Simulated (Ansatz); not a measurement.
Trial structure of ScAl₂Sb₂As, not yet relaxed:

```
Sc Al Sb As
1.0
     4.88648    0.00000    0.00000
    -2.44324    4.23182    0.00000
     0.00000    0.00000    6.59113
Sc Al Sb As
1 2 2 1
Direct
  0.00000 0.00000 0.00000
  0.33333 0.66667 0.00000
  0.66667 0.33333 0.00000
  0.33333 0.66667 0.50000
  0.66667 0.33333 0.50000
  0.00000 0.00000 0.50000
```

Level of theory: DFT PBE, scalar-relativistic, plane waves, PAW in Ansatz. Plane waves to 420 eV, a k mesh through Γ of 6×6×4 on the computed 6-atom cell and Gaussian smearing (0.10 eV); no spin polarisation.

Energies over the elements count from the elements' standard structures at the same level, with no fitted energy shifts.

Q: How far from equilibrium is it?

A: The pressure is 7.9 GPa (the mean over three directions, positive in compression), the largest force is 0.00 eV/Å (symmetry fixes the atoms), and the energy is +0.40 eV/atom against the elements. The shortest distance is 2.82 Å.

Q: How much does it gain on relaxing, and where does it end?

A: Relaxing gains about 0.36 eV/atom (the start's value is from the coarse mesh, so the gain is rough) in 13 ionic steps and ends at +0.05 eV/atom on the finer mesh. The symmetry stays P6/mmm (No. 191). The volume per atom grows by 2.6 %, from 22.7 to 23.3 Å³. The shortest distance goes from 2.82 Å (Sb–As, Sc–Al and Al–Al) to 2.84 Å (Al–Sb and Sc–As). The ratio c/a of the conventional cell changes by a factor of 0.79. Conventional cell: a = 5.332 Å, c = 5.681 Å. Sc is surrounded by 2 As at 2.84 Å and 6 Al at 3.08 Å; Al has 2 Sb at 2.84 Å, 3 Al at 3.08 Å and 3 Sc at 3.08 Å; Sb is surrounded by 2 Al at 2.84 Å, 3 As at 3.08 Å and 3 Sb at 3.08 Å; around As lie 2 Sc at 2.84 Å and 6 Sb at 3.08 Å.

The last run used a 12×12×8 mesh (in the run's order of axes) for its 6-atom cell and Gaussian smearing of 0.10 eV. These runs have no spin–orbit coupling, which can matter for Sb. The reference form of As is held partly by dispersion forces, which this level lacks. The relaxation can't lower the symmetry of the start. Symmetry constrained the relaxation, so the result can be a saddle point. Another cell of ScAl2Sb2As relaxed alike, in P-3m1, lies 151 meV/atom lower, so this cell isn't the stable form at this level.
